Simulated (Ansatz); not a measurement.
Mo$_{5}$Si$_{3}$ (space group I4/mcm)

```xyz
16
Lattice="-4.8019 4.8019 2.4359 4.8019 -4.8019 2.4359 4.8019 4.8019 -2.4359" Properties=species:S:1:pos:R:3 pbc="T T T"
Si     1.6086     3.1933     2.4359
Si     3.1933     1.6086     0.0000
Si     1.6086     6.4106     0.0000
Si     3.1933    -1.6086     2.4359
Si     0.0000     0.0000     3.6539
Si     0.0000     0.0000     1.2180
Mo    -2.6475     4.0662     2.4359
Mo     7.4494     0.7357     0.0000
Mo     0.7357     2.1544     0.0000
Mo     4.0662     2.6475     2.4359
Mo     2.1544     0.7357     2.4359
Mo     2.6475     4.0662     0.0000
Mo     5.5376     2.6475     0.0000
Mo    -0.7357     2.1544     2.4359
Mo     4.8019     0.0000     1.2180
Mo     0.0000     4.8019     1.2180
```

E(V) scan at fixed shape, V₀ the volume above. The atoms relax within the cell's symmetry.

All values below come from PBEsol (plane waves to 420 eV, PAW, scalar-relativistic; Ansatz, a first-principles code). k mesh 9×9×9 (Γ-centred), Fermi-Dirac smearing 0.05 eV. Energies are smeared free energies. Stress and pressure are positive under compression. With the shape held, the modulus is that of even scaling; a crystal free to change shape is softer. Mo5Si3 is run without spin polarisation. Mo5Si3 was relaxed with its symmetry unable to fall. ΔE is measured from the relaxed starting cell. The last digit holds for this mesh only.

| V (Å³/atom) | ΔE (meV/atom) |
|---|---|
| 13.200 | 45.3 |
| 13.368 | 28.4 |
| 13.537 | withheld |
| 13.705 | 6.8 |
| 13.874 | 1.7 |
| 14.042 | 0.0 |
| 14.211 | 1.6 |
| 14.379 | 6.2 |
| 14.548 | 13.7 |
| 14.716 | 23.9 |
| 14.885 | 36.6 |

Problem. Fit a third-order Birch-Murnaghan form (E₀, V₀, B₀, B₀′ free) to the given rows and predict ΔE at V = 13.537.

Solution. Least squares on the 10 given rows: ΔE = E₀ + (9V₀B₀/16)·y²·[2 + (B₀′ − 4)y], y = (V₀/V)^(2/3) − 1, with V₀ = 14.043 Å³/atom, B₀ = 257.3 GPa (160.2 GPa = 1 eV/Å³; the term in eV is multiplied by 1000), B₀′ = 4.29, E₀ = 0.01 meV/atom; root-mean-square residual 0.02 meV/atom. At 13.537 the fit gives 15.6 meV/atom; the calculation gives 15.6 meV/atom, the same to the digits shown. For the pressure the fit gives 10.2 GPa against the computed 10.2 GPa.

(Under strain, the slope of the energy per volume gives the stress and its curvature an elastic modulus.)
